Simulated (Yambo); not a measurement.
Yambo run on Sr2RuH6 (space group Fm-3m, No. 225). The wavefunctions are LDA (Quantum ESPRESSO, PseudoDojo norm-conserving, 88 Ry, no spin-orbit coupling) ones on a 4×4×4 mesh (21 occupied bands); a = b = c = 5.3738 Å, α = β = γ = 60.00°.

Yambo input:

```
rim_cut
HF_and_locXC
RandQpts= 1000000
RandGvec= 1 Ry
EXXRLvcs= 88 Ry
VXCRLvcs= 352 Ry
% QPkrange
 1 | 1 | 21 | 22 |
 3 | 3 | 21 | 22 |
 7 | 7 | 21 | 22 |
 8 | 8 | 21 | 22 |
%
```

k points by index: 1 = Γ, 3 = L, 7 = X, 8 = W.

Resulting energies as the program prints them:

```
#    K-point    Band    Eo [eV]    Ehf [eV]    Vxc [eV]    Vnlxc [eV]
#
    1    21    0.000000    -3.964505    -18.61001    -22.57452
    1    22    3.698744    9.348440    -14.03018    -8.380489
    3    21    -0.082337    -3.969489    -18.32436    -22.21151
    3    22    3.711713    8.938429    -14.27495    -9.048237
    7    21    -0.059799    -3.939678    -18.47996    -22.35984
    7    22    2.052579    6.578159    -13.97518    -9.449599
    8    21    -0.049259    -3.949077    -18.53483    -22.43465
    8    22    2.446735    7.015193    -13.41991    -8.851455
```
Exchange alone, without screening.

Geometry of the Materials Project entry, not relaxed at this level.
